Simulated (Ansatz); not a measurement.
Structure relaxation, AlPd

The start is a relaxed AlPd cell with every coordinate shifted by Gaussian noise of σ = 0.3 Å. A full variable-cell relaxation at zero pressure is run with PBEsol (plane waves to 420 eV, PAW, scalar-relativistic; Ansatz, a quantum-chemistry and plane-wave program). The first steps use a coarse 7×7×7 k-mesh.

Starting cell:
```
CELL_PARAMETERS angstrom
      4.85020     0.00000     0.00000
      0.00000     4.85020     0.00000
      0.00000     0.00000     4.85020
ATOMIC_POSITIONS crystal
  Al 0.84520 0.83843 0.92233
  Al 0.79041 0.16988 0.25477
  Al 0.29070 0.75295 0.11945
  Al 0.12175 0.34620 0.65910
  Pd 0.08172 0.13680 0.16796
  Pd 0.39327 0.88207 0.60752
  Pd 0.63802 0.32429 0.77363
  Pd 0.81952 0.66953 0.29345
```

Task: By how much does the energy per atom fall from start to end?

Result: About 2.3 eV/atom.

Task: Is the parent structure recovered?

Result: It returns to the parent structure, P2₁3 (No. 198).

Task: How do the shortest distances between atoms change?

Result: The closest pairs of elements (up to four, under 3.6 Å), start → end: Al–Pd 1.48 → 2.55 Å; Al–Al 2.29 → 3.00 Å; Pd–Pd 2.58 → 2.99 Å.

Task: What band gap does the relaxed structure have at this level?

Result: Zero (metallic).

Final values are on a 10×10×10 k-mesh of the relaxed cell. The start holds a very short contact (Al–Pd 1.48 Å). No spin polarisation in the result.

The cell that was disturbed is our relaxation of an entry of Materials Project.
